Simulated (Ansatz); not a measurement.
Lu3GaC (anti-perovskite, Pm-3m), a = b = c = 4.6873 Å, α = β = γ = 90.00°.

Relaxed with r²SCAN.

Problem. Which orbitals make up the states near the Fermi level in the program Ansatz at the r²SCAN level (PAW)?

Solution. Within 0.5 eV of the Fermi level: Lu 5d 74 %, Ga 4p 16 %, C 2p 7 %. Projections are on Löwdin-orthogonalised atomic valence shells; empty p or d shells of many metals are not among them.

Problem. Tabulate the density of states.

Solution. States/eV per cell of 5 atoms, in 0.25 eV bins, energy from the Fermi level.

| E (eV) | total | Lu 4f | Lu 5d | C 2p |
|---|---|---|---|---|
| -7.85 | 0.00 | 0.00 | 0.00 | 0.00 |
| -7.60 | 0.00 | 0.00 | 0.00 | 0.00 |
| -7.35 | 0.00 | 0.00 | 0.00 | 0.00 |
| -7.10 | 0.00 | 0.00 | 0.00 | 0.00 |
| -6.85 | 0.31 | 0.00 | 0.08 | 0.00 |
| -6.60 | 0.70 | 0.00 | 0.16 | 0.01 |
| -6.35 | 1.38 | 0.01 | 0.27 | 0.04 |
| -6.10 | 2.05 | 0.03 | 0.42 | 0.07 |
| -5.85 | 2.20 | 0.04 | 0.62 | 0.06 |
| -5.60 | 1.37 | 0.03 | 0.53 | 0.01 |
| -5.35 | 0.00 | 0.00 | 0.00 | 0.00 |
| -5.10 | 0.00 | 0.00 | 0.00 | 0.00 |
| -4.85 | 0.00 | 0.00 | 0.00 | 0.00 |
| -4.60 | 106.43 | 104.13 | 0.67 | 1.19 |
| -4.35 | 61.58 | 61.14 | 0.16 | 0.08 |
| -4.10 | 0.79 | 0.19 | 0.26 | 0.24 |
| -3.85 | 2.25 | 0.48 | 0.65 | 0.67 |
| -3.60 | 2.23 | 0.35 | 0.67 | 0.70 |
| -3.35 | 2.66 | 0.30 | 0.82 | 0.83 |
| -3.10 | 2.99 | 0.23 | 0.94 | 0.77 |
| -2.85 | 2.04 | 0.14 | 0.67 | 0.66 |
| -2.60 | 1.82 | 0.10 | 0.61 | 0.64 |
| -2.35 | 1.63 | 0.07 | 0.57 | 0.59 |
| -2.10 | 1.70 | 0.06 | 0.61 | 0.64 |
| -1.85 | 2.42 | 0.07 | 0.87 | 0.91 |
| -1.60 | 3.72 | 0.08 | 1.36 | 1.35 |
| -1.35 | 5.68 | 0.10 | 2.03 | 1.89 |
| -1.10 | 5.02 | 0.07 | 1.85 | 1.19 |
| -0.85 | 4.84 | 0.04 | 1.94 | 0.55 |
| -0.60 | 6.14 | 0.03 | 3.67 | 0.27 |
| -0.35 | 1.81 | 0.01 | 1.20 | 0.19 |
| -0.10 | 0.26 | 0.00 | 0.20 | 0.01 |
| 0.15 | 0.49 | 0.00 | 0.43 | 0.01 |
| 0.40 | 0.85 | 0.00 | 0.78 | 0.02 |
| 0.65 | 1.30 | 0.00 | 1.21 | 0.03 |
| 0.90 | 1.81 | 0.00 | 1.69 | 0.04 |
| 1.15 | 2.07 | 0.01 | 1.92 | 0.05 |
| 1.40 | 2.11 | 0.01 | 1.93 | 0.06 |
| 1.65 | 2.52 | 0.01 | 2.08 | 0.09 |
| 1.90 | 3.66 | 0.01 | 2.80 | 0.18 |
| 2.15 | 3.66 | 0.01 | 2.57 | 0.22 |
| 2.40 | 4.74 | 0.01 | 3.35 | 0.29 |
| 2.65 | 9.88 | 0.02 | 7.78 | 0.52 |
| 2.90 | 3.51 | 0.01 | 2.56 | 0.19 |
| 3.15 | 2.15 | 0.01 | 1.49 | 0.13 |
| 3.40 | 1.50 | 0.00 | 1.05 | 0.08 |
| 3.65 | 1.34 | 0.00 | 0.98 | 0.04 |
| 3.90 | 3.26 | 0.00 | 2.24 | 0.09 |
| 4.15 | 3.90 | 0.00 | 2.52 | 0.09 |
| 4.40 | 5.10 | 0.00 | 3.72 | 0.07 |
| 4.65 | 5.31 | 0.00 | 4.19 | 0.05 |
| 4.90 | 5.00 | 0.00 | 3.72 | 0.04 |

The first step of the workflow began from a Materials Project structure, measured or hypothetical; the Crystallography Open Database copy checked does not list it. Its standing as an ambient phase is unchecked. Symmetry was held in the r²SCAN relaxation; its stability against distortions is not shown here. Spin–orbit coupling is left out wherever it is not named.

Potentials: the later of the program's two PAW sets.
